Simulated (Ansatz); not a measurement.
GePd (CsCl type, Pm-3m) at seven volumes, plane-wave PAW r²SCAN (Ansatz code), scaled uniformly. One row is withheld.

```
V (Å³/atom)  P (GPa)
-----------  -------
14.118         16.31
14.584          9.67
15.049             ?
15.514          0.00
15.980         -3.44
16.445         -6.43
16.911         -8.84
```

Fit the shown pressures and predict the withheld one.

Third-order Birch–Murnaghan: P = (3/2)B₀(x^(7/2) − x^(5/2))[1 + (3/4)(B′ − 4)(x − 1)] with x = (V₀/V)^(2/3). Least squares on the six rows gives V₀ = 15.518 Å³/atom, B₀ = 131.2 GPa, B′ = 5.75. At V = 15.049, x = 1.0207 and P = 4.40 GPa. The run itself gave 4.20 GPa.

The cell is a constructed one: a structure type filled with these elements; neither database checked (COD, Materials Project) lists it. COD files the formula under space group No. 62. Whether it is the stable phase at ambient conditions was not checked. The r²SCAN relaxation kept the symmetry of its start; its stability against distortions is not shown here. The run is not spin-polarised.

Potentials: the earlier of the program's two PAW sets.
